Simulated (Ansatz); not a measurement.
Total density of states per atom from the program Ansatz at the r²SCAN level (PAW), in 0.25 eV bins, energy from the Fermi level:

```csv
E (eV),states/eV/atom
-7.85,0.00
-7.60,0.00
-7.35,0.00
-7.10,0.00
-6.85,0.00
-6.60,0.00
-6.35,0.00
-6.10,0.00
-5.85,0.00
-5.60,34.8
-5.35,0.21
-5.10,0.04
-4.85,0.20
-4.60,0.23
-4.35,0.57
-4.10,0.51
-3.85,0.43
-3.60,0.26
-3.35,0.40
-3.10,0.41
-2.85,0.42
-2.60,0.52
-2.35,0.59
-2.10,0.87
-1.85,0.88
-1.60,0.69
-1.35,0.76
-1.10,0.94
-0.85,0.59
-0.60,0.54
-0.35,0.25
-0.10,0.45
0.15,0.50
0.40,0.74
0.65,0.70
0.90,0.75
1.15,0.84
1.40,0.96
1.65,0.91
1.90,0.61
2.15,0.69
2.40,0.63
2.65,0.86
2.90,0.75
3.15,1.13
3.40,1.48
3.65,1.29
3.90,1.43
```

**Question.** Which compound is it?
A. Pr3In, Cu3Au type
B. LuAu4, I4/m (Lu on 2a, Au on 8h)
C. Lu5Pb3, P6_3/mcm (Lu on 6g, Lu on 4d, Pb on 6g)
D. LiGdSe2, R-3m (Li on 3b, Gd on 3a, Se on 6c)

**Answer.** C, Lu5Pb3, P6_3/mcm (Lu on 6g, Lu on 4d, Pb on 6g). Within 0.5 eV of the Fermi level: Lu 5d 87 %, Pb 6p 6 %. Projections are on Löwdin-orthogonalised atomic valence shells; empty p or d shells of many metals are not among them.

The workflow started from a Materials Project entry (that database holds measured and hypothetical structures alike); the Crystallography Open Database copy checked does not list it. Its standing as an ambient phase is unchecked. Symmetry was held in the r²SCAN relaxation; its stability against distortions is not shown here. Spin–orbit coupling is left out wherever it is not named.

Potentials: the later of the program's two PAW sets.
